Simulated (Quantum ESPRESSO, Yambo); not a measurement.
## CO2: DFT and GW levels

Space group P4₁2₁2 (No. 92); a = 5.0693 Å, b = 5.0693 Å, c = 7.2320 Å, α = 90.00°, β = 90.00°, γ = 90.00°

| atom | site | symmetry | x | y | z |
|---|---|---|---|---|---|
| C | 4a | ..2 | 0.4888 | 0.4888 | 0.0000 |
| O | 8b | 1 | 0.1750 | 0.1524 | 0.2573 |

The geometry is that of Materials Project entry mp-1102227, symmetrised and not relaxed again.

Starting point: norm-conserving PBEsol (Quantum ESPRESSO, 84 Ry, no spin-orbit coupling). G0W0 in Yambo: 2×2×2 Γ-centred k mesh, 267 bands and a 7 Ry block in the screening, 267 bands in G with the Bruneval-Gonze terminator, plasmon pole fitted at 27.2 eV.

```yaml
PBEsol gap along the band path: 6.43 eV
PBEsol gap between the mesh's edge points (Γ → Γ): 6.43 eV
G0W0 gap between the same points: 10.22 eV
```

```json
[
 {"k point": "Γ", "band": "VB", "E PBEsol (eV)": "0.00", "E QP (eV)": "-2.24", "shift (eV)": "-2.24", "Z": "0.84"},
 {"k point": "Γ", "band": "CB", "E PBEsol (eV)": "6.43", "E QP (eV)": "7.98", "shift (eV)": "1.54", "Z": "0.89"},
 {"k point": "X", "band": "VB", "E PBEsol (eV)": "-0.24", "E QP (eV)": "-2.53", "shift (eV)": "-2.28", "Z": "0.84"},
 {"k point": "X", "band": "CB", "E PBEsol (eV)": "7.62", "E QP (eV)": "10.79", "shift (eV)": "3.18", "Z": "0.86"},
 {"k point": "R", "band": "VB", "E PBEsol (eV)": "-0.25", "E QP (eV)": "-2.55", "shift (eV)": "-2.30", "Z": "0.84"},
 {"k point": "R", "band": "CB", "E PBEsol (eV)": "7.86", "E QP (eV)": "11.11", "shift (eV)": "3.25", "Z": "0.86"},
 {"k point": "M", "band": "VB", "E PBEsol (eV)": "-0.23", "E QP (eV)": "-2.53", "shift (eV)": "-2.30", "Z": "0.84"},
 {"k point": "M", "band": "CB", "E PBEsol (eV)": "7.53", "E QP (eV)": "10.57", "shift (eV)": "3.04", "Z": "0.86"},
 {"k point": "A", "band": "VB", "E PBEsol (eV)": "-0.27", "E QP (eV)": "-2.58", "shift (eV)": "-2.31", "Z": "0.84"},
 {"k point": "A", "band": "CB", "E PBEsol (eV)": "7.82", "E QP (eV)": "10.91", "shift (eV)": "3.09", "Z": "0.86"}
]
```

Energies count from the PBEsol valence-band maximum.

Nearest settings tried, and what they do to the gap: 173 bands in W, 173 bands in G: +39 meV; 2 Ry block (67 vectors against 379): +277 meV. Not varied: mesh. So the settings aren't converged at that level. The k mesh is coarse.

The structure is a Materials Project entry; no match was found in the copy of COD used, and its stability was not checked.

The distance between layers or molecules is the database entry's, not relaxed here. Functionals without dispersion can leave it too large, which widens gaps and weakens the response across layers: the numbers belong to this cell.
